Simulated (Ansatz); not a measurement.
Polymorphs of Br, each relaxed with LDA (plane waves, PAW; program Ansatz):

A: molecular I2 type (Cmce)
a = 6.655 Å, b = 3.925 Å, c = 8.415 Å, α = β = γ = 90.00°

| atom | site | symmetry | x | y | z |
|---|---|---|---|---|---|
| Br | 8f | m.. | 0.0000 | 0.3377 | 0.3792 |

B: Immm
a = 2.578 Å, b = 3.139 Å, c = 6.668 Å, α = 90.00°, β = 90.00°, γ = 90.00°

```tsv
atom	site	symmetry	x	y	z
Br	2a	mmm	0.0000	0.0000	0.0000
```

Problem. Rank these by energy per atom at 0 K (lowest first), as LDA gives it.

Solution. A (+0 meV/atom), B (+80 meV/atom)

Problem. Give each one's gap.

Solution. A 1.06 eV; B no gap.

Not the usual ambient phase: B. Relaxed far from the usual cell of the phase: A. Gas or liquid at ambient conditions: A; B. Weakly bound layers, chains or molecules computed without a dispersion correction, so cells and soft constants are ill determined: A. All cells were relaxed under the symmetry of their starts (and spin orders); stability against distortions was not tested throughout. Spin–orbit coupling is left out wherever it is not named.

Energies hold the estimated change up to a 700 eV cutoff; steps of a few meV lie near the error of the meshes.

Potentials: the later of the program's two PAW sets.
